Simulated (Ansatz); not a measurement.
Input for Ansatz (plane-wave DFT, PAW):

```yaml
crystal:
  lattice:
    - [5.383, 0.0, 0.0]
    - [-2.6915, 4.6618147486, 0.0]
    - [0.0, 0.0, 4.392]
  atoms:
    - { symbol: Sr, position: [0.0, 0.0, 0.0] }
    - { symbol: Pd, position: [0.3333333333, 0.6666666667, 0.0] }
    - { symbol: Pd, position: [0.6666666667, 0.3333333333, 0.0] }
    - { symbol: Pd, position: [0.5, 0.0, 0.5] }
    - { symbol: Pd, position: [0.5, 0.5, 0.5] }
    - { symbol: Pd, position: [0.0, 0.5, 0.5] }
basis:
  ecutwfc: 420
kpoints:
  mp_grid: { grid: [12, 12, 8] }
hamiltonian:
  xc: pbesol
scf:
  occupations: { method: gaussian, width: 0.1 }
output:
  forces: true
  stress: true
  eigenvalues: true
relax:
  adjacent_minimum: "off"
  f_tol: 0.005
  max_steps: 80
  cell: { stress_tol: 0.05 }
```

Launched with
```bash
ansatz run input.yaml --threads 1 --pin off --max-ram 2560MiB --backend cpu --events-out ev --progress --plain --runs-dir out
```

The calculation used DFT PBEsol, scalar-relativistic, plane waves, PAW (Ansatz 0.2.0).

From the run's log, abridged:

```
Pseudopotentials: kind: paw
Pseudopotential: Sr, paw, valence charge 10, recommended cutoff 420 eV (normal)
Pseudopotential: Pd, paw, valence charge 18, recommended cutoff 420 eV (normal)
Functional definition: PBEsol
Crystal: 6 atoms, lattice volume = 110.215 Å³
Basis set: ecut = 420 eV, 2133 PW (Γ), exchange–correlation on 72×72×60 points (8 copies of the dense FFT grid, shifted against one another)
Bands: 60, of which v1, the nominal top of the filled ones, is band 50 counted from 1 (49 counted from 0)
Symmetry: 24 space group operations
Space group: P6/mmm (ITA 191), of the structure as read, at distance tolerance 4.8e-5 Å
k-points: 95 of 1152
Initial density: superposition of atomic densities (neutral atoms: chi_scale 0, normalization atom), corrected by the library's trained network
Initial wavefunctions: pseudopotential atomic-orbital guess
Functional: x = pbesol(κ = 0.804, μ = 0.12345679), c = pbesol(β = 0.046)
SCF iter   1: F=—  HF=-38027.529007 eV  |F-HF|=—  |Δ(HF+E_count)|=         —  Δρ=8.27e-3  dr2=7.13e-2  ethr=1.77e-3  ⟨swp⟩=7.1  Hψ=22897  notcnv=0  defer=67
SCF iter   2: F=—  HF=-38027.537141 eV  |F-HF|=—  |Δ(HF+E_count)|=   8.13e-3  Δρ=9.70e-3  dr2=8.58e-2  ethr=7.13e-5  ⟨swp⟩=2.1  Hψ=11610  notcnv=0  defer=250
SCF iter   3: F=—  HF=-38027.515823 eV  |F-HF|=—  |Δ(HF+E_count)|=   2.13e-2  Δρ=2.33e-3  dr2=8.55e-3  ethr=7.13e-5  ⟨swp⟩=2.0  Hψ=9457  notcnv=0  defer=250
SCF iter   4: F=—  HF=-38027.514055 eV  |F-HF|=—  |Δ(HF+E_count)|=   1.77e-3  Δρ=5.19e-4  dr2=3.37e-4  ethr=8.55e-6  ⟨swp⟩=2.1  Hψ=7510  notcnv=0  defer=250
SCF iter   5: F=—  HF=-38027.514004 eV  |F-HF|=—  |Δ(HF+E_count)|=   5.11e-5  Δρ=1.62e-4  dr2=4.32e-5  ethr=3.37e-7  ⟨swp⟩=2.0  Hψ=7741  notcnv=0  defer=250
SCF iter   6: F=—  HF=-38027.513981 eV  |F-HF|=—  |Δ(HF+E_count)|=   2.30e-5  Δρ=5.94e-5  dr2=4.62e-6  ethr=4.32e-8  ⟨swp⟩=2.0  Hψ=7332  notcnv=0  defer=250
SCF iter   7: F=—  HF=-38027.513980 eV  |F-HF|=—  |Δ(HF+E_count)|=   7.87e-7  Δρ=2.00e-5  dr2=7.65e-7  ethr=4.62e-9  ⟨swp⟩=2.6  Hψ=8668  notcnv=0  defer=250
SCF iter   8: F=-38027.513980 eV  HF=-38027.513980 eV  |F-HF|=1.32e-9  |Δ(HF+E_count)|=   1.67e-7  Δρ=2.20e-6  dr2=3.32e-9  ethr=1.00e-10  ⟨swp⟩=9.1  Hψ=24633  notcnv=0
SCF 1 converged in 8 iterations: F = -38027.513980 eV  dr2 = 3.32e-9
relax step   1: F+E_penalty+E_count = -38027.51397973 eV  Δ(F+E_penalty+E_count) = +0.000e0 eV  max|allowed force component| = 4.086e-17 eV/Å  Δτ_max = 0.0000 Å  P = -2.092 GPa  Ω = 110.215 Å³  (8 SCF iters, dr2 threshold 1.00e-7 eV, accepted)
Crystal: 6 atoms, lattice volume = 107.167 Å³
Basis set: ecut = 420 eV, 2109 PW (Γ), exchange–correlation on 72×72×60 points (8 copies of the dense FFT grid, shifted against one another)
Initial density: handed on by an earlier stage of this run
Initial wavefunctions: those handed on with the density
SCF iter   1: F=—  HF=-38027.535745 eV  |F-HF|=—  |Δ(HF+E_count)|=         —  Δρ=5.53e-3  dr2=6.46e-2  ethr=7.18e-5  ⟨swp⟩=1.5  Hψ=22822  notcnv=0
SCF iter   2: F=—  HF=-38027.541420 eV  |F-HF|=—  |Δ(HF+E_count)|=   5.67e-3  Δρ=8.59e-3  dr2=9.36e-2  ethr=6.46e-5  ⟨swp⟩=2.4  Hψ=9307  notcnv=0  defer=2
SCF iter   3: F=—  HF=-38027.521872 eV  |F-HF|=—  |Δ(HF+E_count)|=   1.95e-2  Δρ=1.45e-3  dr2=2.74e-3  ethr=6.46e-5  ⟨swp⟩=2.0  Hψ=7892  notcnv=0  defer=2
SCF iter   4: F=—  HF=-38027.521359 eV  |F-HF|=—  |Δ(HF+E_count)|=   5.12e-4  Δρ=1.61e-4  dr2=3.56e-5  ethr=2.74e-6  ⟨swp⟩=2.0  Hψ=7994  notcnv=0  defer=2
SCF iter   5: F=—  HF=-38027.521358 eV  |F-HF|=—  |Δ(HF+E_count)|=   9.03e-7  Δρ=4.67e-5  dr2=3.00e-6  ethr=3.56e-8  ⟨swp⟩=2.5  Hψ=8933  notcnv=0  defer=2
SCF iter   6: F=-38027.521358 eV  HF=-38027.521358 eV  |F-HF|=6.46e-8  |Δ(HF+E_count)|=   2.65e-7  Δρ=9.11e-6  dr2=8.43e-8  ethr=6.00e-10  ⟨swp⟩=7.6  Hψ=22970  notcnv=0
SCF 2 converged in 6 iterations: F = -38027.521358 eV  dr2 = 8.43e-8
relax step   2: F+E_penalty+E_count = -38027.52135808 eV  Δ(F+E_penalty+E_count) = -7.378e-3 eV  max|allowed force component| = 6.245e-17 eV/Å  Δτ_max = 0.0000 Å  P = +1.578 GPa  Ω = 107.167 Å³  energy of the carried Pulay correction = +6.554e-4 eV  (6 SCF iters, dr2 threshold 6.00e-7 eV, accepted)
Crystal: 6 atoms, lattice volume = 108.468 Å³
SCF iter   1: F=—  HF=-38027.530014 eV  |F-HF|=—  |Δ(HF+E_count)|=         —  Δρ=2.38e-3  dr2=1.24e-2  ethr=1.22e-5  ⟨swp⟩=1.0  Hψ=22444  notcnv=0
SCF iter   2: F=—  HF=-38027.530899 eV  |F-HF|=—  |Δ(HF+E_count)|=   8.85e-4  Δρ=3.66e-3  dr2=1.73e-2  ethr=1.22e-5  ⟨swp⟩=2.0  Hψ=8164  notcnv=0
SCF iter   3: F=—  HF=-38027.527301 eV  |F-HF|=—  |Δ(HF+E_count)|=   3.60e-3  Δρ=5.60e-4  dr2=4.01e-4  ethr=1.22e-5  ⟨swp⟩=2.0  Hψ=7883  notcnv=0
SCF iter   4: F=—  HF=-38027.527229 eV  |F-HF|=—  |Δ(HF+E_count)|=   7.12e-5  Δρ=7.56e-5  dr2=8.27e-6  ethr=4.01e-7  ⟨swp⟩=2.0  Hψ=7998  notcnv=0
SCF iter   5: F=—  HF=-38027.527229 eV  |F-HF|=—  |Δ(HF+E_count)|=   5.17e-8  Δρ=2.25e-5  dr2=7.19e-7  ethr=8.27e-9  ⟨swp⟩=2.5  Hψ=8285  notcnv=0
SCF iter   6: F=-38027.527229 eV  HF=-38027.527229 eV  |F-HF|=1.18e-8  |Δ(HF+E_count)|=   6.07e-8  Δρ=4.06e-6  dr2=1.61e-8  ethr=6.00e-10  ⟨swp⟩=5.5  Hψ=20334  notcnv=0
SCF 3 converged in 6 iterations: F = -38027.527229 eV  dr2 = 1.61e-8
relax step   3: F+E_penalty+E_count = -38027.52722931 eV  Δ(F+E_penalty+E_count) = -5.871e-3 eV  max|allowed force component| = 4.009e-17 eV/Å  Δτ_max = 0.0000 Å  P = -0.044 GPa  Ω = 108.468 Å³  energy of the carried Pulay correction = +3.769e-4 eV  (6 SCF iters, dr2 threshold 6.00e-7 eV, accepted)
Crystal: 6 atoms, lattice volume = 108.440 Å³
SCF iter   1: F=—  HF=-38027.527270 eV  |F-HF|=—  |Δ(HF+E_count)|=         —  Δρ=9.21e-5  dr2=6.16e-6  ethr=1.29e-8  ⟨swp⟩=3.0  Hψ=21977  notcnv=0
SCF iter   2: F=—  HF=-38027.527268 eV  |F-HF|=—  |Δ(HF+E_count)|=   2.42e-6  Δρ=7.15e-5  dr2=5.22e-6  ethr=6.16e-9  ⟨swp⟩=2.0  Hψ=9968  notcnv=0
SCF iter   3: F=—  HF=-38027.527267 eV  |F-HF|=—  |Δ(HF+E_count)|=   1.15e-6  Δρ=2.01e-5  dr2=4.31e-7  ethr=5.22e-9  ⟨swp⟩=2.0  Hψ=8105  notcnv=0
SCF iter   4: F=-38027.527267 eV  HF=-38027.527267 eV  |F-HF|=1.98e-8  |Δ(HF+E_count)|=   9.19e-8  Δρ=4.01e-6  dr2=2.37e-8  ethr=4.49e-11  ⟨swp⟩=3.1  Hψ=21577  notcnv=0
SCF 4 converged in 4 iterations: F = -38027.527267 eV  dr2 = 2.37e-8
relax step   4: F+E_penalty+E_count = -38027.52726662 eV  Δ(F+E_penalty+E_count) = -3.731e-5 eV  max|allowed force component| = 1.388e-17 eV/Å  Δτ_max = 0.0000 Å  P = -0.001 GPa  Ω = 108.440 Å³  energy of the carried Pulay correction = +3.840e-4 eV  (4 SCF iters, dr2 threshold 4.49e-8 eV, accepted)
Initial wavefunctions: pseudopotential atomic-orbital guess (no wavefunctions were taken with the density)
SCF iter   1: F=—  HF=-38027.526827 eV  |F-HF|=—  |Δ(HF+E_count)|=         —  Δρ=3.56e-5  dr2=4.07e-7  ethr=8.81e-6  ⟨swp⟩=2.2  Hψ=32269  notcnv=0
SCF iter   2: F=—  HF=-38027.526852 eV  |F-HF|=—  |Δ(HF+E_count)|=   2.49e-5  Δρ=3.43e-5  dr2=1.25e-6  ethr=4.07e-10  ⟨swp⟩=4.0  Hψ=17434  notcnv=0
SCF iter   3: F=—  HF=-38027.526851 eV  |F-HF|=—  |Δ(HF+E_count)|=   2.99e-7  Δρ=1.14e-5  dr2=1.10e-7  ethr=4.07e-10  ⟨swp⟩=2.0  Hψ=10160  notcnv=0
SCF iter   4: F=—  HF=-38027.526851 eV  |F-HF|=—  |Δ(HF+E_count)|=   2.41e-8  Δρ=4.09e-6  dr2=1.50e-8  ethr=1.10e-10  ⟨swp⟩=2.0  Hψ=8205  notcnv=0
SCF iter   5: F=—  HF=-38027.526851 eV  |F-HF|=—  |Δ(HF+E_count)|=   3.00e-9  Δρ=9.06e-7  dr2=9.17e-10  ethr=1.50e-11  ⟨swp⟩=2.6  Hψ=8777  notcnv=0
SCF iter   6: F=-38027.526851 eV  HF=-38027.526851 eV  |F-HF|=4.37e-11  |Δ(HF+E_count)|=  1.75e-10  Δρ=1.88e-7  dr2=4.74e-11  ethr=1.00e-12  ⟨swp⟩=4.5  Hψ=23819  notcnv=0
SCF 5 converged in 6 iterations: F = -38027.526851 eV  dr2 = 4.74e-11
SCF converged after 6 iterations
Free energy (F): -38027.526851 eV
Harris-Foulkes:  -38027.526851 eV  (|F-HF|=4.37e-11)
Internal energy: -38027.503876 eV  (E = F + TS)
E sigma→0 (E₀):  -38027.515364 eV
Entropy (-TS):   -0.022975 eV (-3.829 meV/atom)
Fermi energy:    15.704977 eV
--- Per-component energies (eV) ---
  E_band       = -1059.228576
  E_kinetic    = 2820.131864
  E_local      = -12429.466676  (includes V_loc(G=0)·N_el)
  E_nonlocal   = 1298.548313
  E_hartree    = 5082.017919
  E_xc         = -1011.848278
  E_vxc        = -1219.675086  (∫ρ·V_xc dr)
  E_paw        = -21069.930381  (= ΣΔE_a)
  E_vpaw       = -1692.803492  (= ΣTr[D̂ρ^β])
  E_aug_tail   = 0.001003  (compensation charges beyond the density's cutoff)
  E_ewald      = -12718.604609
  E_core_change = 1.646968  (= ΣΔE_core)
  E_smearing   = -0.022975  (= −TS)
--- Forces (eV/Å), atoms counted from 1 ---
  atom   1  Sr     0.00000000     0.00000000     0.00000000
  atom   2  Pd     0.00000000     0.00000000     0.00000000
  atom   3  Pd     0.00000000     0.00000000     0.00000000
  atom   4  Pd     0.00000000     0.00000000     0.00000000
  atom   5  Pd     0.00000000     0.00000000     0.00000000
  atom   6  Pd     0.00000000     0.00000000     0.00000000
--- Stress (GPa, compression-positive) ---
        0.018534       0.000000       0.000000
        0.000000       0.018534       0.000000
        0.000000       0.000000      -0.021228
  P = ⅓ Tr σ = 0.0053 GPa (0.053 kbar)
--- Band table (eV; the first three rows and the last of 95) ---
  k-point 0: bands = ["-68.3611", "-68.3165", "-68.3165", "-68.1402", "-68.1400", "-34.4385", "-34.3282", "-34.1694", "-34.1694", "-34.0851", "-34.0851", "-34.0602", "-33.9212", "-33.9212", "-33.8626", "-33.8483", "-33.8483", "-33.8339", "-33.7917", "-33.7917", "-18.3867", "-0.5305", "-0.5305", "-0.4622", "9.0299", "10.5002", "11.4746", "11.4746", "11.5631", "11.6543", "11.6543", "12.0422", "12.1699", "12.1699", "12.8277", "12.9551", "12.9551", "13.6211", "13.6211", "13.8396", "13.9149", "13.9149", "14.4349", "14.5195", "14.5195", "14.8045", "14.8045", "15.9759", "15.9759", "16.0563", "17.8332", "18.0783", "18.6240", "18.6240", "19.2057", "19.2057", "19.5857", "21.9354", "21.9354", "24.4243" ...
  k-point 1: bands = ["-68.3603", "-68.3165", "-68.3165", "-68.1408", "-68.1402", "-34.4518", "-34.3112", "-34.1673", "-34.1673", "-34.0956", "-34.0956", "-34.0464", "-33.9211", "-33.9211", "-33.8804", "-33.8376", "-33.8376", "-33.8339", "-33.7940", "-33.7940", "-18.3860", "-0.5300", "-0.5300", "-0.4799", "9.1707", "10.5991", "11.1966", "11.5678", "11.5678", "11.6213", "11.6213", "12.0268", "12.0268", "12.0913", "13.1645", "13.1645", "13.3234", "13.3916", "13.3916", "13.7298", "14.2036", "14.2036", "14.4261", "14.5290", "14.5290", "14.8726", "14.8726", "15.7023", "15.7023", "16.0564", "17.2181", "17.8287", "18.5113", "18.5113", "19.0458", "19.0458", "20.0297", "22.3094", "22.3094", "24.8285" ...
  k-point 2: bands = ["-68.3585", "-68.3164", "-68.3164", "-68.1426", "-68.1402", "-34.4806", "-34.2627", "-34.1621", "-34.1621", "-34.1179", "-34.1179", "-34.0164", "-33.9307", "-33.9208", "-33.9208", "-33.8339", "-33.8148", "-33.8148", "-33.7997", "-33.7997", "-18.3844", "-0.5288", "-0.5288", "-0.5221", "9.5476", "10.6850", "10.8982", "11.4176", "11.4176", "11.8247", "11.8247", "12.0267", "12.0267", "12.2095", "13.1679", "13.1679", "13.3742", "13.3742", "13.4504", "14.1817", "14.4051", "14.5515", "14.5515", "14.5846", "14.5846", "15.0632", "15.0632", "15.1612", "15.1612", "15.7167", "16.0566", "17.8073", "18.1832", "18.1832", "18.6885", "18.6885", "20.7493", "23.2117", "23.2117", "24.3583" ...
  k-point 94: bands = ["-68.3362", "-68.3362", "-68.3165", "-68.1428", "-68.1428", "-34.3422", "-34.3422", "-34.1454", "-34.1356", "-34.1356", "-34.1034", "-34.0010", "-34.0010", "-33.9727", "-33.8945", "-33.8945", "-33.8041", "-33.7987", "-33.7987", "-33.7906", "-18.3809", "-0.5692", "-0.5316", "-0.5316", "11.1756", "11.1756", "11.5635", "11.6043", "11.6043", "11.7948", "11.9385", "12.2101", "12.2101", "12.5086", "12.5086", "12.9888", "12.9888", "13.5649", "13.6125", "13.6125", "13.8672", "14.0029", "14.2532", "14.5616", "14.5616", "14.6047", "14.7082", "14.7082", "14.9093", "15.5509", "15.5509", "16.8688", "16.8688", "17.6356", "18.2521", "21.4845", "21.4845", "21.5467", "21.5467", "22.697 ...
--- Relaxed structure (4 steps of the walk, 4 accepted, 1 SCFs on fresh bases) ---
  F+E_penalty+E_count = -38027.52685139 eV   max|allowed force component| = 1.388e-17 eV/Å   (the final SCF, on the basis selected at the relaxed cell)
  cell:  # Å, volume = 108.4400 Å³
    - [5.36230379, 0.0, 0.0]
    - [-2.68115189, 4.64389130, 0.0]
    - [0.0, 0.0, 4.35467762]
  atoms:
    - { symbol: Sr, position: [0.0, 0.0, 0.0] }
    - { symbol: Pd, position: [0.33333333, 0.66666666, 0.0] }
    - { symbol: Pd, position: [0.66666666, 0.33333333, 0.0] }
    - { symbol: Pd, position: [0.5, 0.0, 0.49999999] }
    - { symbol: Pd, position: [0.5, 0.5, 0.49999999] }
    - { symbol: Pd, position: [0.0, 0.5, 0.49999999] }
```

The relaxation met its thresholds.

It took 2.9 min on 1 thread of Arm Neoverse V1 (shared host), peak memory 0.66 GiB.